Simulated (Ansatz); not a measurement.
# Structures of SnOs2: which is lowest?

Plane-wave DFT in Ansatz with scalar-relativistic PAW potentials, cutoff 420 eV, Γ-centred meshes chosen by cell and gap, Gaussian smearing with energies taken to zero width. Every cell was relaxed (cell and atoms) in a run of its own, within the symmetry of its start. Functional: PBE.

Relaxed structures (starts from databases or built by putting these elements on another compound's sites):
A. Immm, 3 atoms in the computed cell, a = 2.938 Å, b = 4.378 Å, c = 8.076 Å; sites (symmetry × multiplicity) Sn mmm × 2, Os mm2 × 4; start: built
B. P6/mmm, 3 atoms in the computed cell, a = 4.394 Å, c = 3.074 Å; sites (symmetry × multiplicity) Sn 6/mmm × 1, Os -6m2 × 2; start: built

Rank them by energy. Could pressure change the order?

```csv
structure,group,E − E(lowest) (meV/atom),V (Å³/atom),gap on mesh (eV)
A,Immm,0.0,17.32,0.00
B,P6/mmm,67,17.14,0.00
```

A is lowest, 67 meV/atom under B. The two lowest differ in volume by under 3 %, too little for a first-order estimate of what pressure does to that pair (other pairs aren't weighed here); with rigid cells even 3 % in favour of the higher one would need about 21 GPa. Other structures may lie lower than all of these, and vibrations aren't counted.

Spin-orbit coupling is left out, which matters for the bands of heavy elements.